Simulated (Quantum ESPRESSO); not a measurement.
```
SrAlGeH
1.0
    4.27460     0.00000     0.00000
   -2.13730     3.70191     0.00000
    0.00000     0.00000     4.78737
H Al Ge Sr
1 1 1 1
Direct
  0.00000   0.00000   0.09776
  0.00000   0.00000   0.46454
  0.66667   0.33333   0.56100
  0.33333   0.66667   0.00590
```

The PBEsol cell relaxed from Materials Project entry mp-980057 was given a biaxial strain of +1 % along x and y, z relaxed, and the atoms were relaxed again.

Problem. What does PBEsol (Quantum ESPRESSO, PseudoDojo norm-conserving, 78 Ry, without SOC) give for the electronic structure near the Fermi level?

Solution. The PBEsol gap is 0.43 eV; at least one edge lies off the plotted path, at a point of the SCF mesh. The smallest direct gap is 1.23 eV. Spin-orbit splittings are left out.

The structure is a Materials Project entry; no match was found in the copy of COD used, and its stability was not checked.
